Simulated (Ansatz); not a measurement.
System: HfC (rock salt type), 2 atoms in the cell.

These are results of Ansatz, PBE, all-electron LAPW, point nucleus, not measurements.

k-mesh 8×8×8 Γ-centred; Fermi–Dirac smearing of 0.1 eV; no spin polarisation; no spin–orbit coupling.

```yaml
crystal:
  lattice:
    - [0.00000, 2.32500, 2.32500]
    - [2.32500, 0.00000, 2.32500]
    - [2.32500, 2.32500, 0.00000]
  atoms:
    - { symbol: Hf, position: [0.00000, 0.00000, 0.00000] }
    - { symbol: C, position: [0.50000, 0.50000, 0.50000] }
```
Lattice in Å, positions in fractions of it.

(1) What pressure does the calculation give?

Answers

(1) The pressure is 0.25 GPa, so at these settings the cell is compressed and would expand.

The k-mesh is modest, so these values aren't fully converged in k.
